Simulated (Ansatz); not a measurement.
## Notes on Ga3Ni2

```
Ni Ga
1.0
     4.01547    0.00000    0.00000
    -2.00774    3.47750    0.00000
     0.00000    0.00000    4.84831
Ni Ga
2 3
Cartesian
  -0.0002 2.3184 0.6691
  2.0079 1.1591 4.1792
  0.0000 0.0000 0.0000
  -0.0002 2.3184 3.0302
  2.0079 1.1591 1.8181
```

Method: PBEsol, with U_eff = 1.89 eV on Ni d (all-electron-ortho-atomic projectors), collinear spin; PAW, plane waves to 420 eV, 6×6×5 Γ-centred mesh, fermi-dirac occupations (width 0.1 eV) (Ansatz 0.2.0), atoms fixed.

The state carries no moments; the state need not be the lowest.

Problem. Which atom feels the largest force, and which way?

Solution. The largest is on Ga4 (and as large on other atoms): 0.88 eV/Å, components (0.00, 0.00, 0.88). It makes 180° with the line to a nearest neighbour, Ni1 at 2.36 Å, pointing away from it.

Problem. How is the charge shared?

Solution. Bader charges in e: Ga +0.29 to +0.38, Ni -0.48. In the mean Ga gives up most and Ni takes most.

Problem. Is the cell too large or too small?

Solution. The pressure is -0.4 GPa (compression positive), so with the atoms held at these fractions the cell is close to zero pressure; the forces are large, so a full relaxation may end otherwise. The principal stresses -1.2, 0.0, 0.0 GPa differ, so its shape would change too.

Problem. Metal or insulator?

Solution. It is a metal, with about 1.3 states/eV a cell as the mean within 0.25 eV of the Fermi level, mostly Ga p (43 %) and Ni d (43 %).

Origin: a database entry at a rescaled volume. Caveats: the k mesh is coarse if the cell is a metal.
